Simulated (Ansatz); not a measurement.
AlC₈:
```cif
data_C8Al
_chemical_formula_sum 'C8 Al1'
_space_group_name_H-M_alt 'P6/mmm'
_space_group_IT_number 191
_space_group_name_Hall '-P 6 2'
_cell_length_a 4.95081
_cell_length_b 4.95081
_cell_length_c 5.41037
_cell_angle_alpha 90.000
_cell_angle_beta 90.000
_cell_angle_gamma 120.000
loop_
_atom_site_label
_atom_site_type_symbol
_atom_site_symmetry_multiplicity
_atom_site_Wyckoff_symbol
_atom_site_fract_x
_atom_site_fract_y
_atom_site_fract_z
_atom_site_occupancy
C1 C 6 l 0.16718 0.33435 0.00000 1
C2 C 2 c 0.33333 0.66667 0.00000 1
Al1 Al 1 b 0.00000 0.00000 0.50000 1
```

Relaxed with PBE+D3(BJ).

Q: Decompose the optical modes at the zone centre into irreducible representations, and say which are infrared and Raman allowed.

A: Point group 6/mmm: Γ_opt = A1g + A2g + 2A2u + 2B1g + B1u + B2u + E1g + 3E1u + 3E2g + E2u. Infrared: A2u, E1u. Raman: A1g, E1g, E2g.

Q: Assign frequencies (DFPT, DFT-PBE+D3(BJ) in the program Ansatz with PAW potentials).

A: A2u 81i, E1u 52, B1g 410, E1g 431, E2u 529, A2u 542, E2g 613, A2g 618, B1g 788, E2g 1283, A1g 1304, E1u 1310, B2u 1320, B1u 1354, E1u 1369, E2g 1421 cm⁻¹.

Subscripts of B labels follow the axes of the standard setting.

The cell is a constructed one: a structure type filled with these elements; neither database checked (COD, Materials Project) lists it. Its standing as an ambient phase is unchecked. The cell was relaxed with PBE+D3(BJ) under the symmetry of its start. At this level the phase is dynamically unstable (imaginary phonons). As this level gives no gap, phonon frequencies hold no LO–TO term and depend on the k-mesh and smearing (Fermi–Dirac, 0.1 eV here).

Potentials: the later of the program's two PAW sets.
